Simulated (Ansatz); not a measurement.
## Density of states of LaIn3

```
La In
1.0
     4.77405    0.00000    0.00000
     0.00000    4.77405    0.00000
     0.00000    0.00000    4.77405
La In
1 3
Direct
  0.00000 0.00000 0.00000
  0.50000 0.00000 0.50000
  0.00000 0.50000 0.50000
  0.50000 0.50000 0.00000
```

The cell is the one relaxed in the Materials Project (mp-20729), not relaxed further here; entries there can be hypothetical.

Spin–orbit coupling is left out, though it moves levels of the heavy atoms by tenths of an eV or more.

Level of theory: DFT, LDA, all-electron LAPW, scalar-relativistic in Ansatz 0.2.0.

Numerical set-up: a Γ-centred 9×9×9 k mesh, Fermi–Dirac smearing of 0.05 eV, basis error target 1 meV/atom, no spin polarisation.

States per eV and cell, averaged over 0.4 eV, from -8.6 to 1.6 eV, with energies (bin centres) from the Fermi level; empty bins are left out. 

```json
{"E (eV)": "-8.5", "total": "0.02"}
{"E (eV)": "-8.1", "total": "0.28"}
{"E (eV)": "-7.7", "total": "0.49"}
{"E (eV)": "-7.3", "total": "0.70"}
{"E (eV)": "-6.9", "total": "1.14"}
{"E (eV)": "-6.5", "total": "1.22"}
{"E (eV)": "-6.1", "total": "0.84"}
{"E (eV)": "-5.7", "total": "0.77"}
{"E (eV)": "-5.3", "total": "1.11"}
{"E (eV)": "-4.9", "total": "2.62"}
{"E (eV)": "-4.5", "total": "1.93"}
{"E (eV)": "-4.1", "total": "1.35"}
{"E (eV)": "-3.7", "total": "1.09"}
{"E (eV)": "-3.3", "total": "0.88"}
{"E (eV)": "-2.9", "total": "0.49"}
{"E (eV)": "-2.5", "total": "0.60"}
{"E (eV)": "-2.1", "total": "1.59"}
{"E (eV)": "-1.7", "total": "1.58"}
{"E (eV)": "-1.3", "total": "3.48"}
{"E (eV)": "-0.9", "total": "3.84"}
{"E (eV)": "-0.5", "total": "2.18"}
{"E (eV)": "-0.1", "total": "2.45"}
{"E (eV)": "0.3", "total": "1.84"}
{"E (eV)": "0.7", "total": "2.52"}
{"E (eV)": "1.1", "total": "2.67"}
{"E (eV)": "1.5", "total": "5.72"}
```
